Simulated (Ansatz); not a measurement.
An Ansatz input and the part of its output that reports the observables at the nuclei.

The start is a COD entry.

```yaml
crystal:
  lattice:
    - [6.707, 0.0, 0.0]
    - [0.0, 6.639, 0.0]
    - [-2.7761113573, 0.0, 14.0075553089]
  atoms:
    - { symbol: Al, position: [0.6997, 0.9936, 0.8347] }
    - { symbol: Al, position: [0.6997, 0.0064, 0.3347] }
    - { symbol: Se, position: [0.0, 0.5773, 0.0] }
    - { symbol: Se, position: [0.0, 0.4227, 0.5] }
    - { symbol: Br, position: [0.2585, 0.3873, 0.9615] }
    - { symbol: Br, position: [0.2585, 0.6127, 0.4615] }
    - { symbol: Br, position: [0.4872, 0.8491, 0.7086] }
    - { symbol: Br, position: [0.4872, 0.1509, 0.2086] }
    - { symbol: Br, position: [0.6719, 0.3399, 0.8259] }
    - { symbol: Br, position: [0.6719, 0.6601, 0.3259] }
    - { symbol: Br, position: [0.8782, 0.3737, 0.1055] }
    - { symbol: Br, position: [0.8782, 0.6263, 0.6055] }
    - { symbol: Br, position: [0.6214, 0.8865, 0.9763] }
    - { symbol: Br, position: [0.6214, 0.1135, 0.4763] }
    - { symbol: Br, position: [0.1892, 0.8001, 0.1057] }
    - { symbol: Br, position: [0.1892, 0.1999, 0.6057] }
    - { symbol: Br, position: [0.0292, 0.8962, 0.8319] }
    - { symbol: Br, position: [0.0292, 0.1038, 0.3319] }
kpoints:
  mp_grid: { grid: [4, 4, 2] }
scf:
  occupations: { method: fermi_dirac, width: 0.02 }
hamiltonian:
  xc: pbe
  pseudopotentials: { kind: paw }
output:
  forces: true
  stress: true
  populations: true
  efg:
    quadrupole_moments_barn: { Al: 0.1466, Br: 0.2579 }
    contact_densities: true
relax:
  f_tol: 0.02
  max_steps: 60
```

```sh
ansatz run input.yaml --threads 1 --pin off --max-ram 3072MiB --backend cpu --events-out ev --progress --plain --runs-dir out
```

The run relaxes the ions first, and the block belongs to the relaxed positions.

Of the output, the block on the nuclei alone is shown; the set-up, the SCF iterations, energies, forces and stress are cut. One atom of each set with nearly equal values is shown.

```
--- PAW observables at the nuclei: V_zz in 10²¹ V/m², potentials from the cell's mean, atoms counted from 1 ---
  atom   1  Al V_zz =    -0.429282   η = 0.9050   by run symmetry: allowed   C_q = -1.5217 MHz
            electrostatic potential = -1223.115708 V   contact ρ = 10082.703241 e/Å³
  atom   3  Se V_zz =   -17.130348   η = 0.2923   by run symmetry: allowed
            electrostatic potential = -4701.575387 V   contact ρ = 262930.817754 e/Å³
  atom   5  Br V_zz =   +76.754844   η = 0.0216   by run symmetry: allowed   C_q = +478.6428 MHz
            electrostatic potential = -4903.267033 V   contact ρ = 293255.061194 e/Å³
  atom   7  Br V_zz =   +25.381664   η = 0.7204   by run symmetry: allowed   C_q = +158.2799 MHz
            electrostatic potential = -4904.169028 V   contact ρ = 293243.912483 e/Å³
  atom   9  Br V_zz =   +27.884621   η = 0.1631   by run symmetry: allowed   C_q = +173.8883 MHz
            electrostatic potential = -4904.227171 V   contact ρ = 293242.600584 e/Å³
  atom  11  Br V_zz =   +77.898072   η = 0.0400   by run symmetry: allowed   C_q = +485.7719 MHz
            electrostatic potential = -4903.219111 V   contact ρ = 293255.590384 e/Å³
  atom  13  Br V_zz =   +23.542070   η = 0.9970   by run symmetry: allowed   C_q = +146.8082 MHz
            electrostatic potential = -4904.121317 V   contact ρ = 293243.860135 e/Å³
  atom  15  Br V_zz =   +86.609588   η = 0.0037   by run symmetry: allowed   C_q = +540.0969 MHz
            electrostatic potential = -4903.149301 V   contact ρ = 293260.261950 e/Å³
  atom  17  Br V_zz =   +23.372110   η = 0.8110   by run symmetry: allowed   C_q = +145.7483 MHz
            electrostatic potential = -4904.116881 V   contact ρ = 293243.987016 e/Å³
```

The relaxation (7 steps) took 6.8 min of wall time (6.8 min of CPU time) and 1.2 GiB at its peak, on 1 thread of Arm Neoverse V2 (aarch64; 8 cores open to the job, memory cap 3.0 GiB, no GPU), a shared host with a load of 0.4 a core.
